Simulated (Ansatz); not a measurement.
**Profile along the Li–F line in BaLiF3 (cubic perovskite)**

BaLiF3 (cubic perovskite)

```xyz
5
Lattice="3.8877 0.0000 0.0000 0.0000 3.8877 0.0000 0.0000 0.0000 3.8877" Properties=species:S:1:pos:R:3 pbc="T T T"
Ba     0.0000     0.0000     0.0000
Li     1.9438     1.9438     1.9438
F      0.0000     1.9438     1.9438
F      1.9438     0.0000     1.9438
F      1.9438     1.9438     0.0000
```

Fields along a shortest Li–F line of a {100} plane (1.94 Å), from Li to F, interpolated on the slice's grid (step about 0.1 Å). Computed with LDA (plane waves to 420 eV, PAW, scalar-relativistic; Ansatz, a quantum-chemistry and plane-wave program). k mesh 9×9×9. These are valence fields of a PAW run, semicore shells included where kept as valence: close to a nucleus they are smooth pseudo fields. BaLiF3 was relaxed with its symmetry unable to fall.

```csv
distance from Li (Å),valence electron density (e/Å³),electron localisation function
0.00,9.37,x
0.19,6.97,x
0.39,2.64,x
0.58,0.43,0.12
0.78,0.17,0.04
0.97,0.32,0.41
1.16,0.80,0.77
1.36,2.27,0.82
1.55,6.31,x
1.75,11.61,x
1.94,14.01,x
```

x: too close to a nucleus for the ELF to mean much.

Density on the Li–F line (1.94 Å) at its density minimum, 0.7 Å from Li: 0.17 e/Å³. ELF at that point: 0.02. Character of the Li–F contact (rough rule: ELF there above 0.7 covalent, below 0.2 ionic, polar between): closed-shell (ionic).
